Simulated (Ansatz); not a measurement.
The relaxed structure here is a generated cell of KTaO3: the first start was made by a random draw of sites in a space group, and the end was not matched to a known phase here, so it may be hypothetical. Known forms of KTaO3 include space group No. 221.

A relaxed structure of KTaO$_{3}$. Space group P-1 (No. 2). Method: PBE (plane waves to 420 eV, PAW, scalar-relativistic; Ansatz, a quantum-chemistry and plane-wave program).

Space group P-1 (No. 2); a = 4.778 Å, b = 6.731 Å, c = 6.920 Å, α = 74.66°, β = 70.17°, γ = 85.33°

```tsv
atom	site	symmetry	x	y	z
K	2i	1	0.7060	0.0625	0.7165
O	2i	1	0.8027	0.1800	0.2994
O	2i	1	0.4721	0.6877	0.0155
O	2i	1	0.5012	0.5504	0.3929
Ta	2i	1	0.6913	0.4170	0.1508
```

| Item | Result |
|---|---|
| Volume per atom | 20.19 Å³ |
| Band gap | 2.24 eV, direct within 0.03 eV (at R2) (no spin-orbit coupling) |
| Smallest direct gap | 2.26 eV at R2 |
| Shortest distances | O–O 1.45 Å; O–Ta 1.80 Å; K–O 2.67 Å; Ta–Ta 3.07 Å |
| k-mesh | 7×5×5 |

Band energies at high-symmetry points (eV from the VBM; labels of this space group; no spin-orbit coupling), from −5 eV up to 5.7 eV:

```json
[
 {"point": "Γ", "energies": "-4.87 -4.64 -4.16 -3.94 -3.70 -2.84 -2.67 -2.56 -2.50 -2.42 -2.39 -1.82 -1.56 -1.40 -0.99 -0.11 2.37 3.20 3.60 4.06 4.12 4.18 4.57 5.33"},
 {"point": "X", "energies": "-4.78 -4.73 -4.18 -4.07 -3.29 -3.13 -2.84 -2.54 -2.47 -2.37 -2.33 -1.88 -1.45 -1.27 -0.95 -0.14 2.73 3.12 3.21 3.98 4.40 4.87 4.89 5.09"},
 {"point": "Y", "energies": "-4.82 -4.66 -4.19 -3.92 -3.70 -2.84 -2.72 -2.67 -2.48 -2.43 -2.31 -1.75 -1.59 -1.55 -0.98 -0.06 2.32 3.17 3.33 4.08 4.16 4.61 5.20 5.21 5.62"},
 {"point": "Z", "energies": "-4.86 -4.55 -3.96 -3.80 -3.68 -3.14 -2.73 -2.66 -2.44 -2.39 -2.32 -1.72 -1.51 -1.38 -0.71 -0.43 2.72 2.86 3.19 3.93 4.39 4.68 4.86 4.96"},
 {"point": "R2", "energies": "-4.82 -4.61 -3.87 -3.81 -3.57 -3.30 -3.08 -2.49 -2.45 -2.42 -2.07 -1.83 -1.53 -1.34 -0.81 -0.02 2.24 3.02 3.36 4.06 4.38 4.60 5.21 5.65"},
 {"point": "T2", "energies": "-4.81 -4.56 -3.92 -3.83 -3.69 -3.17 -2.76 -2.63 -2.45 -2.43 -2.35 -1.81 -1.51 -1.30 -0.74 -0.40 2.66 2.85 3.25 3.98 4.38 4.78 4.87 5.40 5.60"},
 {"point": "U2", "energies": "-4.81 -4.62 -3.86 -3.84 -3.57 -3.16 -3.01 -2.61 -2.56 -2.39 -2.06 -1.75 -1.55 -1.37 -0.78 0.00 2.28 3.01 3.36 3.97 4.33 4.66 5.26 5.59 5.61"},
 {"point": "V2", "energies": "-4.76 -4.74 -4.14 -3.99 -3.29 -3.16 -2.92 -2.56 -2.46 -2.43 -2.33 -1.81 -1.52 -1.28 -0.92 -0.15 2.69 3.11 3.28 3.91 4.27 4.86 4.92 5.34"}
]
```

The relaxed cell holds bonded O–O pairs (1.45 Å). No spin polarisation in the result.

It was reached from a disturbed copy of a P6/m (No. 175) cell, against which it lies -2.06 eV/atom.
